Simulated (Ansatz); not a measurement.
Crystals of one structure type (bcc (W type)) and one family of elements, relaxed and computed with PBE (plane waves, PAW; program Ansatz).

| crystal | V (Å³/atom) | B₀ by P(V) fit (GPa) |
|---|---|---|
| Li | 20.27 | 13.9 |
| Na | 36.96 | 7.8 |
| K | 73.66 | ? |
| Rb | 91.19 | 2.8 |
| Cs | 117.06 | 1.9 |

### Question
Fit a straight line to ln B₀ against ln V and predict the withheld value.

### Answer
Least squares on the 4 shown rows: ln B₀ = -1.13 × ln V + (6.080), with a scatter of 5 %. For K this gives 3.4. The run itself gave 3.6, within the scatter.

All cells were relaxed under the symmetry of their starts (and spin orders); stability against distortions was not tested throughout. Scalar-relativistic: spin–orbit coupling is off unless named, which matters more the heavier the elements.

Potentials: the later of the program's two PAW sets.
